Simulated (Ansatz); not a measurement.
**A plane-wave run on IrClF**

The input, for Ansatz 0.2.0 (plane waves, PAW):

```yaml
crystal:
  lattice:
    - [3.663203, 0.0, 0.0]
    - [0.0, 3.663203, 0.0]
    - [0.0, 0.0, 6.413898]
  atoms:
    - { symbol: Ir, position: [0.25, 0.25, 0.1962] }
    - { symbol: Ir, position: [0.75, 0.75, 0.8038] }
    - { symbol: Cl, position: [0.25, 0.25, 0.6432] }
    - { symbol: Cl, position: [0.75, 0.75, 0.3568] }
    - { symbol: F, position: [0.75, 0.25, 0.0] }
    - { symbol: F, position: [0.25, 0.75, 0.0] }
  symmetry: { tolerance: 0.0003 }
kpoints:
  mp_grid: { grid: [9, 9, 5], shift: [0, 0, 0] }
  band_path:
    path:
      - [0.0, 0.0, 0.0]
      - [0.0, 0.5, 0.0]
      - [0.5, 0.5, 0.0]
      - [0.0, 0.0, 0.0]
      - [0.0, 0.0, 0.5]
      - [0.0, 0.5, 0.5]
      - [0.5, 0.5, 0.5]
      - [0.0, 0.0, 0.5]
      - [0.0, 0.5, 0.0]
      - [0.0, 0.5, 0.5]
      - [0.5, 0.5, 0.0]
    npoints: 6
magnetization:
  spin_polarized: false
scf:
  occupations: { method: gaussian, width: 0.0422 }
  lower_state_search: "off"
  max_iter: 200
hamiltonian:
  pseudopotentials: { kind: paw }
  xc: pbe
basis:
  ecutwfc: 420
  fft_grid_basis: typed
output:
  forces: true
  stress: true
  eigenvalues: true
  bader: true
  populations: true
  elf: true
  write_potential: true
  volumetric_format: npy
  dos:
    e_range: [-12, 8]
    de: 0.05
    projected: { site_lists: { Cl: [Cl], F: [F], Ir: [Ir] } }
checkpoint:
  read: saved_state
```

Launched with:

```sh
ansatz run input.yaml --threads 1 --pin off --max-ram 2560MiB --backend cpu --events-out ev --progress --plain --runs-dir out
```

The run starts from an earlier solution of this cell. 

Parts of the output:

```
Pseudopotentials: kind: paw
Pseudopotential: Ir, paw, valence charge 17, recommended cutoff 420 eV (normal), Ir.paw.azcp
Pseudopotential: Cl, paw, valence charge 7, recommended cutoff 420 eV (normal), Cl.paw.azcp
Pseudopotential: F, paw, valence charge 7, recommended cutoff 420 eV (normal), F.paw.azcp
Functional definition: PBE
  exchange = pbe_x(kappa = kappa, mu = beta*pi^2/3)
  correlation = pbe_c(beta = beta)
Crystal: 6 atoms, lattice volume = 86.068 Å³
Basis set: ecut = 420 eV, 1701 PW (Γ), exchange–correlation on 50×50×90 points (8 copies of the dense FFT grid, shifted against one another)
Bands: 38, of which v1, the nominal top of the filled ones, is band 31 counted from 1 (30 counted from 0)
Symmetry: 16 space group operations
Space group: P4/nmm (ITA 129), of the structure as read, at distance tolerance 1.3e-3 Å
k-points: 45 of 405
Initial density: read from a saved state, or passed on in memory by an earlier SCF of this step, an earlier step, the calling program or the single point that the run made first
Functional: x = pbe(κ = 0.804, μ = 0.2195), c = pbe(β = 0.0667)
SCF iter   1: F=—  Δρ=2.14e-3  dr2=1.83e-3
SCF iter   2: F=—  Δρ=7.27e-4  dr2=4.55e-4
SCF iter   3: F=—  Δρ=3.64e-4  dr2=2.15e-4
SCF iter   4: F=—  Δρ=1.08e-4  dr2=3.12e-5
SCF iter   5: F=—  Δρ=4.18e-5  dr2=2.95e-6
SCF iter   6: F=—  Δρ=1.18e-5  dr2=2.34e-7
SCF iter   7: F=-27636.6626 eV  Δρ=3.43e-6  dr2=9.32e-9
Free energy (F): -27636.6626 eV
Harris-Foulkes:  -27636.6626 eV  (|F-HF|=5.69e-9)
Internal energy: -27636.6488 eV  (E = F + TS)
E sigma→0 (E₀):  -27636.6557 eV
Entropy (-TS):   -0.0138 eV (-2.307 meV/atom)
Fermi energy:    12.4287 eV
--- Per-component energies (eV) ---
  E_band       = -502.4592
  E_kinetic    = 1988.2373
  E_local      = -5395.1715  (includes V_loc(G=0)·N_el)
  E_nonlocal   = 355.3504
  E_hartree    = 2090.2060
  E_xc         = -903.2004
  E_vxc        = -1040.0131  (∫ρ·V_xc dr)
  E_paw        = -20167.5863  (= ΣΔE_a)
  E_vpaw       = -591.2765  (= ΣTr[D̂ρ^β])
  E_aug_tail   = 0.0044  (compensation charges beyond the density's cutoff)
  E_ewald      = -5604.4887
  E_smearing   = -0.0138  (= −TS)
--- Stress (GPa, compression-positive) ---
        6.3932       0.0000       0.0000
        0.0000       6.3932       0.0000
        0.0000       0.0000      16.5215
  P = ⅓ Tr σ = 9.7693 GPa (97.693 kbar)
--- Löwdin populations: 6 sites ---
  site symbol       q [e]
     0     Ir     16.1833
     1     Ir     16.1833
     2     Cl      7.2174
     3     Cl      7.2174
     4      F      7.4499
     5      F      7.4499
  spilling = 0.0048 (of n_electrons = 62.0000)
--- Bader charges: 6 sites ---
  site symbol  charge [e]  shift [e]
     0     Ir      0.9571     0.0018
     1     Ir      0.9571     0.0018
     2     Cl     -0.3615     0.0000
     3     Cl     -0.3615     0.0000
     4      F     -0.5956     0.0018
     5      F     -0.5956     0.0018
```

Origin: a known structure type with other elements, at an estimated volume, so it need not be a known compound. Caveats: many states at the Fermi level without spin polarisation, so a magnetic state may lie lower; atoms or cell far from equilibrium.
